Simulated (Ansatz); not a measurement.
GaS:
```xyz
8
Lattice="3.5365 0.0000 0.0000 -1.7683 3.0627 0.0000 0.0000 0.0000 15.2370" Properties=species:S:1:pos:R:3 pbc="T T T"
Ga     0.0000     2.0418     2.6046
Ga     1.7683     1.0209    10.2232
Ga     1.7683     1.0209    12.6324
Ga     0.0000     2.0418     5.0139
S      0.0000     2.0418     9.1446
S      1.7683     1.0209     1.5261
S      1.7683     1.0209     6.0924
S      0.0000     2.0418    13.7110
```

Relaxed with LDA.

Task: Give the Bader charges and basin volumes of the independent atoms, LDA in the plane-wave PAW code Ansatz.

Result: 

```tsv
atom	Bader charge (e)	Bader volume (Å³)
Ga1	+0.77	15.6
S5	-0.77	25.7
```

Space group P6_3/mmc. Symmetry was held in the LDA relaxation. A crystal of weakly bound layers computed without a dispersion correction: the cell and the soft elastic constants depend strongly on that.

Potentials: the later of the program's two PAW sets.
